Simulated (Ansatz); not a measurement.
Starting structure of a cell relaxation (symmetry kept):

```yaml
crystal:
  lattice:
    - [0.00000, 2.96793, 2.96793]
    - [2.96793, 0.00000, 2.96793]
    - [2.96793, 2.96793, 0.00000]
  atoms:
    - { symbol: Pb, position: [0.00000, 0.00000, 0.00000] }
    - { symbol: S, position: [0.50000, 0.50000, 0.50000] }
```

Level of theory: DFT PBE, scalar-relativistic, plane waves, PAW in Ansatz.

Plane waves to 420 eV, a k mesh through Γ of 10×10×10 on the computed 2-atom cell and Gaussian smearing (0.02 eV); no spin polarisation.

Problem. What does it relax to?

Solution. The volume goes up by 0.98 Å³/atom to 27.12 Å³/atom, and the energy falls by 6.2 meV/atom. Final structure:
```cif
data_structure
_symmetry_space_group_name_H-M 'Fm-3m'
_symmetry_Int_Tables_number 225
_cell_length_a 6.0088
_cell_length_b 6.0088
_cell_length_c 6.0088
_cell_angle_alpha 90.000
_cell_angle_beta 90.000
_cell_angle_gamma 90.000
_cell_volume 216.96
loop_
_atom_site_label
_atom_site_type_symbol
_atom_site_symmetry_multiplicity
_atom_site_Wyckoff_symbol
_atom_site_fract_x
_atom_site_fract_y
_atom_site_fract_z
_atom_site_occupancy
Pb1 Pb 4 a 0.00000 0.00000 0.00000 1
S1 S 4 b 0.50000 0.00000 0.00000 1
```

Spin–orbit coupling is left out, which can shift energies with elements as heavy as these.

Cost: 1 run of about 0.17 core-minutes, on Arm Neoverse V2 (shared hosts).